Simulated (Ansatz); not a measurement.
With DFT-PBE in the program Ansatz with PAW potentials, NiAu in the trigonal phase (R-3m; Au on 3a, Ni on 3b) relaxes to a = 2.811 Å, c = 12.872 Å. Au has 12 nearest neighbours from 2.69 Å (cuboctahedral); Ni has 12 nearest neighbours from 2.69 Å (cuboctahedral). Against the elements it lies at 0.18 eV/atom, with no fitted shifts.

Electronic character: metallic (no gap). The magnetic state found is ferromagnetic. The net moment is 0.21 μB per atom.

The start of the workflow was typed in or built on a structure type; neither database checked (COD, Materials Project) lists it. Whether it is the stable phase at ambient conditions was not checked. Symmetry was held in the PBE relaxation; whether a distortion lowers the energy is not shown. Spin order of the final state: ferromagnetic, the only order run, not a proven ground state. The cell computed holds one magnetic atom, so no antiferromagnetic order was within reach. Its formation energy is positive at this level, so the cell may be metastable or incomplete. Axis ratios of metals converge slowly with the k-mesh, so a and c are less sure than the volume. The references are the lowest solids computed at this level, not always the standard phases. Spin–orbit coupling is left out wherever it is not named.

Potentials: the earlier of the program's two PAW sets.
